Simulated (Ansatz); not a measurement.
**AlNi: from a starting cell to a relaxed one**

The start is a relaxed AlNi cell, doubled along one cell vector, shaken by Gaussian noise of σ = 0.08 Å a coordinate. The structure is fully relaxed (lattice and positions, P = 0) with PBEsol (plane waves to 420 eV, PAW, scalar-relativistic; Ansatz, a program for electronic structure). The first steps use a coarse 4×7×7 k-mesh.

Starting cell:
```
CELL_PARAMETERS angstrom
      9.01275     0.00000     0.00000
      0.00000     4.50637     0.00000
      0.00000     0.00000     4.81656
ATOMIC_POSITIONS crystal
  Al 0.25722 0.50366 0.47771
  Al 0.72495 0.49060 0.47796
  Al 0.99495 0.01621 0.00145
  Al 0.50869 0.02854 0.00568
  Al 0.24728 0.45195 0.98428
  Al 0.77094 0.48076 0.98867
  Ni 0.24974 0.97148 0.01374
  Ni 0.75270 0.01517 0.98131
  Ni 0.98982 0.47194 0.98991
  Ni 0.50559 0.49681 0.98393
  Ni 0.00112 0.98516 0.49152
  Ni 0.50427 0.97310 0.52122
```

| Property | Value |
|---|---|
| Energy released | 1.21 eV/atom |
| Volume change | -25.8 %, from 16.30 to 12.10 Å³/atom |
| Relative to the parent | It does not go back: it reaches P1 (No. 1), 1.14 eV/atom below the parent |
| Shortest distances (start → end) | The closest pairs of elements (up to four, under 3.6 Å), start → end: Al–Ni 1.97 → 2.37 Å; Al–Al 2.39 → 2.56 Å; Ni–Ni 2.97 → 2.56 Å |
| Band gap at the end | zero (metallic) |
| Optimiser moves | 41 |

It ends as:

```
CELL_PARAMETERS angstrom
      4.37305     0.00000     0.00000
     -0.30700     4.90263     0.00000
     -0.19050    -1.85950     6.77265
ATOMIC_POSITIONS crystal
  Al 0.47697 0.71369 0.34371
  Al 0.34338 0.52658 0.70462
  Al 0.01142 0.94699 0.88276
  Al 0.95747 0.07305 0.53272
  Al 0.89185 0.29543 0.23175
  Al 0.81756 0.44970 0.90068
  Ni 0.00810 0.79216 0.19788
  Ni 0.48935 0.03163 0.70139
  Ni 0.32756 0.36979 0.03353
  Ni 0.83841 0.58874 0.57273
  Ni 0.51445 0.88481 0.02860
  Ni 0.40610 0.21282 0.37691
```

Final values are on a 10×9×7 k-mesh of the relaxed cell. No spin polarisation in the result. A magnetic state may lie lower.

The relaxed structure here is a generated cell of AlNi: the first start was made by a random draw of sites in a space group, and the end was not matched to a known phase here, so it may be hypothetical. Known forms of AlNi include space group No. 221.
